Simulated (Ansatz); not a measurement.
Values for one crystal, relaxed and computed with DFT-r²SCAN in the program Ansatz with PAW potentials; other levels are named.

```yaml
volume_per_atom: 20.08 Å³
band_gap: 0.36 eV (indirect)
conduction_band_minimum: off the standard path, at k = (0.411, 0.464, 0.000)
valence_band_maximum: at Γ
smallest_direct_gap_on_the_standard_path: 1.19 eV
Formation energy from the elements (no fitted shifts): -0.35 eV/atom
```

Which compound is it?
(A) PdS2, Pbca (Pd on 4a, S on 8c)
(B) CdSe2, Pa-3 (Cd on 4a, Se on 8c)
(C) HfO2, P2_1/c (Hf on 4e, O on 4e, O on 4e)
(D) SiRu, P2_13 (Si on 4a, Ru on 4a)

A, PdS2, Pbca (Pd on 4a, S on 8c)

The workflow started from a Materials Project entry (that database holds measured and hypothetical structures alike); the Crystallography Open Database files this formula in space group No. 61, but the cells were not matched. Its standing as an ambient phase is unchecked. The cell was relaxed with r²SCAN under the symmetry of its start; its stability against distortions is not shown here. The run is not spin-polarised. A crystal of weakly bound layers computed without a dispersion correction: the cell and the soft elastic constants depend strongly on that. The references are the lowest solids computed at this level, not always the standard phases. Scalar-relativistic: spin–orbit coupling is off unless named, which matters more the heavier the elements.

Potentials: the earlier of the program's two PAW sets.
